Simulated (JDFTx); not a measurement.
System: Zr(0001) (P6_3/mmc bulk; lattice of mp-131, not re-optimised at this level), (1×1) cell of 5 atoms in 5 planes, area 9.09 Å² a face, 10.1 Å between the outermost planes in a cell 29.3 Å high; k mesh 8×8×1, Fermi width 0.01 Ha, no spin polarisation.

Adsorbate: C on both faces at 1.00 monolayer, started bridge and relaxed in vacuum, keeping the symmetry of the start.

Method: PBE, GBRV ultrasoft potentials, plane waves to 20/100 Ha, in JDFTx (a modified build). The adsorption energy per C is [E(slab + 2 C) − E(slab)]/2 − (E(CH4) − 2 E(H2)), with the gas molecules relaxed at the same level and slab energies taken as (E + F)/2, the usual estimate of zero smearing. In reaction energies these potentials put H₂ about 0.03 eV too high against large-basis PBE. Energies are static: no zero-point or thermal terms. Both faces are alike, and the cell allows no reconstruction beyond its size.

Predict the adsorption energy and the geometry, and the change of the work function.

2.46 eV. C sits 0.85 Å above the highest substrate atom, bound to 3 Zr at 2.05 Å. The work function goes from 4.16 to 6.33 eV. In CANDLE, water, 1 M KCl, at zero charge, the adsorption energy is 2.45 eV and the potential of zero charge moves from -0.74 to 1.68 V vs SHE (4.44 V convention).
